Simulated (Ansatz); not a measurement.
TaS₂:
```
TaS2
1.0
    3.32739     0.00000     0.00000
   -1.66370     2.88161     0.00000
    0.00000     0.00000     5.78385
Ta S
1 2
Direct
  0.00000   0.00000   0.00000
  0.66667   0.33333   0.73276
  0.33333   0.66667   0.26724
```

Relaxed with PBE+D3(BJ). Special points in fractions of this cell's reciprocal vectors: Γ (0.000, 0.000, 0.000); M (0.500, 0.000, 0.000); K (0.333, 0.333, 0.000); A (0.000, 0.000, 0.500); L (0.500, 0.000, 0.500); H (0.333, 0.333, 0.500).

List the band energies nearest the Fermi level at these points for DFT-PBE+D3(BJ) in the program Ansatz with PAW potentials.

In eV from the Fermi level; about four levels below and three above (degenerate sets whole), none deeper than 8.9 eV; points with the same levels are listed once.

```json
[
 {"k": "Γ", "below": "-1.10 -0.60 -0.60 -0.05", "above": "0.21 0.21 3.69 3.69"},
 {"k": "M", "below": "-3.76 -3.60 -2.17 -0.93", "above": "2.68 3.27 4.23"},
 {"k": "K", "below": "-5.43 -5.43 -3.78 -3.78 -3.12", "above": "1.53 2.11 2.11"},
 {"k": "A", "below": "-3.75 -3.75 -0.83 -0.83", "above": "0.17 0.17 1.09"},
 {"k": "L", "below": "-3.98 -2.08 -1.72 -1.44", "above": "2.67 3.26 4.10"},
 {"k": "H", "below": "-5.27 -3.98 -3.52 -3.52", "above": "1.23 1.23 1.59"}
]
```

Space group P-3m1 (CdI2 type). This is a known high-temperature phase of the composition, computed here at zero pressure and temperature. The cell was relaxed with PBE+D3(BJ) under the symmetry of its start; its stability against distortions is not shown here. No spin polarisation was allowed. With an odd number of electrons in the cell and no spin polarisation, the count alone makes it a metal. Scalar-relativistic: spin–orbit coupling is off unless named, which matters more the heavier the elements.

Potentials: the earlier of the program's two PAW sets.
